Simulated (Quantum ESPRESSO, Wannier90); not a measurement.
## ZrO2 (fluorite), plane waves to Wannier functions

```xyz
3
Lattice="0.0000 2.5451 2.5451 2.5451 0.0000 2.5451 2.5451 2.5451 0.0000" Properties=species:S:1:pos:R:3 pbc="T T T"
Zr     0.0000     0.0000     0.0000
O      1.2725     1.2725     1.2725
O     -1.2725    -1.2725    -1.2725
```

Materials Project entry mp-1565; symmetrised, unrelaxed at this level. COD (Crystallography Open Database) records the formula in this space group. Ideal cubic forms of this type are often high-temperature phases that distort on cooling; symmetry holds the cell here, and its stability was not tested. Level: PBEsol, no spin polarisation, no spin-orbit coupling; pw.x of Quantum ESPRESSO at 68 Ry with PseudoDojo potentials, 10×10×10 k-points, Wannier90. Density: 10×10×10 mesh, cold smearing 0.01 Ry.

Bands 13-14 form an isolated set from 3.30 to 4.71 eV relative to the valence-band maximum (on the path) and are turned into 2 Wannier functions by minimising the spread from the start: SCDM (isolated).

Question: Where do the functions sit, how wide are they and what are they made of?

Answer: 
```csv
functions,spread (Å²),"nearest atom, distance (Å)","second atom, distance (Å)",weight on atomic waves
2,2.96,Zr 0.00,O 2.20,"Zr 4d 87 %, O 2p 11 %"
```

Ω_I = 5.92 Å², Ω_total = 5.92 Å²; the interpolated bands follow pw.x to 0.2 meV rms on the path. Only this start was tried; a symmetric start can stop on a saddle, and mixtures of these functions could lower the total by at most Ω_total − Ω_I.
